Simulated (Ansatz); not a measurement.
A relaxed cell of NaZr3N4 is given with its symmetry left out. The cell was found from a structure generator's guess, not taken from experiment.

Method: DFT PBE, scalar-relativistic, plane waves, PAW in Ansatz 0.2.0. Cutoff 420 eV, Γ-centred mesh, Gaussian smearing, no spin polarisation.

```xyz
8
Lattice="5.0066 0.0000 0.0000 0.0000 5.0066 0.0000 0.0000 0.0000 5.0066" Properties=species:S:1:pos:R:3 pbc="T T T"
Na    2.5033    2.5033    2.5033
Zr    0.0000    0.0000    2.5033
Zr    2.5033    0.0000    0.0000
Zr    0.0000    2.5033    0.0000
N     1.1559    1.1559    3.8508
N     3.8508    3.8508    3.8508
N     1.1559    3.8508    1.1559
N     3.8508    1.1559    1.1559
```

Formation energies are uncorrected and refer to the elements' standard structures at the same level (N₂ as a molecule).

(1) What space group does it have?

(2) How far does it lie from the elements in energy?

(3) Is it a metal?

(4) From what recipe could a structure generator have reached it?

Answers

(1) P-43m (No. 215), with Na and Zr ordered on zinc blende sites. Conventional cell: a = 5.007 Å. Na is surrounded by 4 N at 2.33 Å and 12 Zr at 3.54 Å; Zr has 4 N at 2.12 Å, 4 Na at 3.54 Å and 8 Zr at 3.54 Å; N is surrounded by 3 Zr at 2.12 Å and 1 Na at 2.33 Å.

(2) −1.12 eV/atom. A negative formation energy is needed for stability but isn't enough: competing phases decide.

(3) Yes, bands cross the Fermi level on the 8×8×8 mesh.

(4) One such recipe: 3-, 4-connected net, the two elements on its two kinds of vertex, guests in its cages (P-43m, No. 215). Other recipes can lead to the same cell.

The last run used an 8×8×8 mesh for its 8-atom cell and Gaussian smearing of 0.10 eV. Symmetry constrained the relaxation, so the result can be a saddle point.
